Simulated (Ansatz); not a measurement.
ScNi3N:
```
CELL_PARAMETERS angstrom
      3.83920     0.00000     0.00000
      0.00000     3.83920     0.00000
      0.00000     0.00000     3.83920
ATOMIC_POSITIONS crystal
  Sc 0.00000 0.00000 0.00000
  Ni 0.00000 0.50000 0.50000
  Ni 0.50000 0.00000 0.50000
  Ni 0.50000 0.50000 0.00000
  N  0.50000 0.50000 0.50000
```

Relaxed with r²SCAN.

Q: Give the Bader charges and basin volumes of the independent atoms, r²SCAN in the plane-wave PAW code Ansatz.

A: 

```json
[
 {"atom": "Sc1", "Bader charge (e)": "+1.57", "Bader volume (Å³)": "10.2"},
 {"atom": "Ni2", "Bader charge (e)": "-0.09", "Bader volume (Å³)": "12.7"},
 {"atom": "N5", "Bader charge (e)": "-1.29", "Bader volume (Å³)": "8.3"}
]
```

Space group Pm-3m (anti-perovskite). The start of the workflow was typed in or built on a structure type; neither database checked (COD, Materials Project) lists it. Whether it is the stable phase at ambient conditions was not checked. The r²SCAN relaxation kept the symmetry of its start; whether a distortion lowers the energy is not shown. The workflow began spin-polarised and lost its moments.

Potentials: the earlier of the program's two PAW sets. The files were generated under PBE; for other functionals the program regenerates the frozen cores, and for LDA and PBEsol the local potential too.
